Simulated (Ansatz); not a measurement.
Input:

MoSi2 (MoSi2 type, space group I4/mmm)

Space group I4/mmm (No. 139); a = b = 3.217 Å, c = 7.873 Å, α = β = γ = 90.00°

| atom | site | symmetry | x | y | z |
|---|---|---|---|---|---|
| Mo | 2a | 4/mmm | 0.0000 | 0.0000 | 0.0000 |
| Si | 4e | 4mm | 0.0000 | 0.0000 | 0.3351 |
(The calculation used a cell of 3 atoms; values per cell refer to that cell.)

The volume is varied about the relaxed value V₀ at fixed cell shape. The atoms relax within the cell's symmetry.

Computed with PBE (plane waves to 420 eV, PAW, scalar-relativistic; Ansatz, a quantum-chemistry and plane-wave program). k mesh 20×20×20 (Γ-centred), Fermi-Dirac smearing 0.05 eV. E stands for the smeared free energy. Stress and pressure are positive under compression. With the shape held, the modulus is that of even scaling; a crystal free to change shape is softer. MoSi2 is run without spin polarisation. MoSi2 was relaxed with its symmetry unable to fall. The PAW data are Ansatz's earlier set. The zero of ΔE is the relaxed starting cell.

The scan covers V/V₀ from 0.940 to 1.060 in 9 points.

Task: What is ΔE at V/V₀ = 1.060?

Result: 28 meV/atom.

Task: What is ΔE at V/V₀ = 0.940?

Result: 35 meV/atom.

Task: What pressure does the cell carry at V/V₀ = 0.940?

Result: 14.6 GPa.

(A scan under strain: stresses follow from slopes of the energy per volume, elastic moduli from its curvatures.)
